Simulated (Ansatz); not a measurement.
Ag (fcc, Cu type)

```
Ag
1.0
    4.14918     0.00000     0.00000
    0.00000     4.14918     0.00000
    0.00000     0.00000     4.14918
Ag
4
Cartesian
  0.00000   0.00000   0.00000
  2.07459   2.07459   0.00000
  2.07459   0.00000   2.07459
  0.00000   2.07459   2.07459
```

Scan: atom 2 (Ag, nearest neighbour Ag at 2.934 Å; its periodic images, 4.1 Å or more away, move with it) is displaced along Cartesian [111], direction (0.577, 0.577, 0.577) in Cartesian axes, by s. The other atoms stay.

These are PBE (plane waves to 420 eV, PAW, scalar-relativistic; Ansatz, a quantum-chemistry and plane-wave program) values and carry that method's errors. k mesh 9×9×9 (Γ-centred), Fermi-Dirac smearing 0.05 eV. The energy includes the smearing's −TS. With partly filled bands, energies and forces of such displacements shift with the k mesh and the smearing. On this mesh the relaxed cell isn't quite at rest: it carries a pressure of -0.1 GPa (compression positive) at the zero of the scan. Ag was relaxed with its symmetry unable to fall. The PAW data are Ansatz's earlier set. ΔE is measured from the undisplaced structure. The last digit holds for this mesh only.

```csv
s (Å),ΔE (meV/cell)
-0.290,209.2
-0.232,withheld
-0.174,71.5
-0.116,31.2
-0.058,7.7
0.000,0.0
0.058,7.7
0.116,31.2
0.174,71.5
0.232,withheld
0.290,209.2
```

**Question.** Fit an even polynomial form (powers 2, 4) to the given rows and predict ΔE at s = -0.232.

**Answer.** Least squares on the 9 given rows: ΔE = (2290)·s² + (2355)·s⁴, in meV/cell with s in Å; root-mean-square residual 0.03 meV/cell. At -0.232 the fit gives 130.1 meV/cell; the calculation gives 130.0 meV/cell, so the interpolation is off by 0.1 (+0.1 %). The quadratic term alone would give 123.3 meV/cell.

(For displaced atoms, the force is minus the slope of the energy, and its curvature is a force constant, which sets phonon frequencies.)
